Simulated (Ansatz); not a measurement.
PtW:
```cif
data_PtW
_chemical_formula_sum 'Pt1 W1'
_space_group_name_H-M_alt 'P 1'
_space_group_IT_number 1
_cell_length_a 3.71949
_cell_length_b 3.71949
_cell_length_c 3.71949
_cell_angle_alpha 60.000
_cell_angle_beta 60.000
_cell_angle_gamma 60.000
loop_
_space_group_symop_operation_xyz
  'x, y, z'
loop_
_atom_site_label
_atom_site_type_symbol
_atom_site_fract_x
_atom_site_fract_y
_atom_site_fract_z
_atom_site_occupancy
Pt1 Pt 0.00000 0.00000 0.00000 1
W1 W 0.50000 0.50000 0.50000 1
```

Relaxed with plane-wave PAW PBE (Ansatz code). Indices refer to the conventional cell of Fm-3m, a = b = c = 5.2601 Å, α = β = γ = 90.00°.

Task: Simulate the powder diffraction pattern (Cu Kα, λ = 1.54184 Å; lines above 1 %) up to 2θ = 90°.

Result: Simulated powder pattern, Cu Kα, λ = 1.54184 Å (kinematic, ideal powder, no thermal factors, no anomalous dispersion; the 30 strongest lines at most, above 1 %, up to 2θ = 90°):

```tsv
2θ (°)	d (Å)	I/Imax (%)	hkl
34.09	2.630	100	(200)
48.98	1.860	74	(220)
61.02	1.518	26	(222)
71.78	1.315	12	(400)
81.90	1.176	35	(420)
```

The start of the workflow was typed in or built on a structure type; neither database checked (COD, Materials Project) lists it. Its standing as an ambient phase is unchecked. The cell was relaxed with PBE under the symmetry of its start; whether a distortion lowers the energy is not shown. No spin polarisation was allowed. The volume moved by 18 % from the start of the relaxation. Its formation energy is positive at this level, so the cell may be metastable or incomplete. Spin–orbit coupling is left out wherever it is not named.

Potentials: the earlier of the program's two PAW sets.
